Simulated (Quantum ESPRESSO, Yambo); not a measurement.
At a photon energy of 8.62 eV, RPA with local fields on PBEsol bands shifted by a G0W0 scissor of 2.70 eV (Quantum ESPRESSO and Yambo; 4×4×2 mesh, 163 bands, 3 Ry local-field block, 0.2 eV broadening) gives ε = 2.45 + 1.61i for CsTaP₂O₈ (space group C2/m, No. 12), field along x. Axes are Cartesian, with cell vectors (Å) (4.42, -2.65, 0.00), (4.42, 2.65, 0.00), (-0.52, 0.00, 9.00).

Task: Work out n, κ, the normal-incidence reflectivity, the absorption coefficient and the penetration depth.

Result: 
|ε| = 2.93; n = √((|ε| + ε1)/2) = 1.64, κ = √((|ε| − ε1)/2) = 0.49. R = ((n − 1)² + κ²)/((n + 1)² + κ²) = 0.09. α = 2Eκ/(ħc) with ħc = 197.327 eV nm: 0.0429 per nm = 4.3 × 10⁵ per cm, a 1/e depth of 23 nm. The computed direct gap is 6.16 eV, and the energy scale of the real crystal may differ from it. Excitonic effects are left out, and values at one energy depend on mesh and broadening. The scissor comes from a G0W0 run whose convergence isn't established. Convergence of the RPA response with its 4×4×2 mesh was not tested.

Spin-orbit coupling is not included.

Geometry of the Materials Project entry, not relaxed at this level; primitive cell a = b = 5.1535 Å, c = 9.0169 Å, α = β = 92.81°, γ = 61.77°.

The structure is a Materials Project entry; no match was found in the copy of COD used, and its stability was not checked.
